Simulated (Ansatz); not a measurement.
Piezoelectric tensor of AlGa2P3

Theory: Ansatz, DFT PBE, scalar-relativistic, plane waves, PAW. Plane waves to 420 eV; Γ-centred k mesh 12×12×4; fixed occupations. No spin polarisation.

Relaxed structure:
```yaml
crystal:
  lattice:
    - [3.89445, 0.00000, 0.00000]
    - [-1.94722, 3.37269, 0.00000]
    - [0.00000, 0.00000, 9.53740]
  atoms:
    - { symbol: Al, position: [0.00000, 0.00000, 0.99973] }
    - { symbol: Ga, position: [0.33333, 0.66667, 0.66661] }
    - { symbol: Ga, position: [0.66667, 0.33333, 0.33347] }
    - { symbol: P, position: [0.33333, 0.66667, 0.91733] }
    - { symbol: P, position: [0.66667, 0.33333, 0.58327] }
    - { symbol: P, position: [0.00000, 0.00000, 0.24959] }
```

The structure comes from a generated guess, relaxed at this level; another structure or a mixture of phases may lie lower.

(1) Give the relaxed-ion proper piezoelectric stress tensor e_iJ (C/m², Voigt columns xx yy zz yz xz xy).

(2) With the elastic constants (GPa, Voigt order)
```
153.6  46.0  36.6  13.2   0.0   0.0
 46.0 153.6  36.6 -13.2   0.0   0.0
 36.6  36.6 162.8   0.0   0.0   0.0
 13.2 -13.2   0.0  44.0   0.0   0.0
  0.0   0.0   0.0   0.0  44.0  13.2
  0.0   0.0   0.0   0.0  13.2  53.8
```
find the strain coefficients d = e·C⁻¹ (pC/N).

Results:

(1)
```
x    0.000  0.000  0.000  0.000  0.084  0.110
y    0.110 -0.110  0.000  0.084  0.000  0.000
z    0.073  0.073 -0.149  0.000  0.000  0.000
```
Signs follow the orientation of the cell as given.

(2)
```
x    0.00  0.00  0.00  0.00  1.39  1.71
y    0.85 -0.85  0.00  1.39  0.00  0.00
z    0.58  0.58 -1.18  0.00  0.00  0.00
```
